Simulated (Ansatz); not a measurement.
WC (WC type, space group P-6m2)

```xyz
2
Lattice="2.9220 0.0000 0.0000 -1.4610 2.5305 0.0000 0.0000 0.0000 2.8473" Properties=species:S:1:pos:R:3 pbc="T T T"
W      0.0000     0.0000     0.0000
C      1.4610     0.8435     1.4236
```

The slice is a (-1 1 0 0) plane (indices of the conventional cell) through the point (0.667, 0.333, 0.500) (fractional), spanned by u = [001] and v = [110] in vectors of this cell: u (2.85 Å) and v (2.92 Å, at 90° to u). It covers one period; positions are fractions (u, v).

Method: PBE (plane waves to 420 eV, PAW, scalar-relativistic; Ansatz, a program for electronic structure). k mesh 18×18×16. Near the nuclei the fields are pseudised (PAW); where an atom keeps semicore shells as valence, they peak there. Spin-orbit coupling is left out, though W is heavy. The PAW data are Ansatz's earlier set. WC is run without spin polarisation. WC was relaxed with its symmetry unable to fall.

Question: Sketch the valence electron density on this plane as a map.

Answer: 
```
|999998765422111122456789999|
|999998765322111122356789999|
|999988754322111122345788999|
|999887654322111122345678899|
|888876554322211222345567888|
|777765543332222223334556777|
|666554433333333333333445566|
|554444333333444433333344445|
|333333333344555544333333333|
|222222233445666654433222222|
|111111223456777765432211111|
|000011223567788776532211000|
|000001124567888876542110000|
|000001124567888876542110000|
|000001124567888876542110000|
|000011223567788776532211000|
|111111223456777765432211111|
|222222233445666654433222222|
|333333333344555544333333333|
|554444333333444433333344445|
|666554433333333333333445566|
|777765543332222223334556777|
|888876554322211222345567888|
|999887654322111122345678899|
|999988754322111122345788999|
|999998765322111122356789999|
|999998765422111122456789999|
|999998765432111123456789999|
```
Scale: ten equal steps from -0.62 (start of '0') to 0.23 (end of '9'), in the order '0123456789'. Values: log₁₀ of the valence density in e/Å³. The map has 27 points along u (one character each, u = 0 at the left) and 28 along v (v = 0 in the bottom row). The scale is logarithmic, as a density can span decades between atoms and voids.
